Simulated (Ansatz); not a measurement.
**Question.** AgAu (L1₀ or tetragonal B2, space group No. 123) is relaxed with plane-wave PAW r²SCAN (Ansatz code). What lattice parameters of the conventional cell result?

**Answer.** a = 2.881 Å, c = 4.185 Å.

Space group P4/mmm (L1₀ or tetragonal B2). The start of the workflow was typed in or built on a structure type; neither database checked (COD, Materials Project) lists it. Whether it is the stable phase at ambient conditions was not checked. Symmetry was held in the r²SCAN relaxation; whether a distortion lowers the energy is not shown. No spin polarisation was allowed. Axis ratios of metals converge slowly with the k-mesh, so a and c are less sure than the volume. Spin–orbit coupling is left out wherever it is not named.

Potentials: the earlier of the program's two PAW sets.
